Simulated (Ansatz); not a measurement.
LiPb: a film clamped to a substrate

Method: DFT r2SCAN, scalar-relativistic, plane waves, PAW in Ansatz 0.2.0. The runs took a 500 eV cutoff, a Γ-centred 12×12×12 mesh and Gaussian smearing (0.15 eV). Spin–orbit coupling is left out, which can shift energies with elements as heavy as these. No spin polarisation. Energies are free energies at this smearing, counted from the undisturbed cell; pressure is positive in compression.

Zero of the scan (as given, not relaxed at this level; it stands at 0.1 GPa, and it needn't be the usual structure):

```
Li Pb
1.0
     2.49350    1.43962    2.06267
    -2.49350    1.43962    2.06267
     0.00000   -2.87925    2.06267
Li Pb
1 1
Direct
  0.50000 0.50000 0.50000
  0.00000 0.00000 0.00000
```

The cell (2 atoms, V0 = 44.43 Å³) is strained by p along both x and y and by q along z, fractional coordinates fixed. τp = (1/V0) ∂E/∂p = (σxx + σyy)(1 + p)(1 + q) and τq = (1/V0) ∂E/∂q = σzz(1 + p)², with tension positive.

```csv
p,q,ΔE (meV/atom),τp (GPa),τq (GPa)
0.000,0.000,0.00,-0.54,0.23
-0.015,0.000,3.86,-3.21,-0.54
0.015,0.000,1.43,1.87,0.88
0.000,-0.015,0.48,-1.23,-0.72
0.000,0.015,1.32,0.17,1.01
```

**Question.** Get the second derivatives of the energy density.

**Answer.** Central differences give A = ∂τp/∂p = 169 GPa (C11 + C22 + 2 C12), C = ∂τq/∂q = 58 GPa (C33) and the cross term B = ∂τq/∂p = 47 GPa (C13 + C23); ∂τp/∂q = 47 GPa must equal B, and any difference shows higher-order terms. The ions are clamped.

**Question.** A film of this crystal grows with z along the normal on a substrate that imposes p. How does its thickness respond, and what does the misfit cost?

**Answer.** Count p and q from the stress-free cell. A free surface needs τq = 0, so q = −(B/C) p = -0.82 p. The energy density left is (A − B²/C) p²/2 = M p², with the biaxial modulus M = 65 GPa; a misfit of 1 % costs 0.90 meV/atom, against 1.17 meV/atom if the thickness were held.

In a metal these slopes depend on the k mesh and the smearing.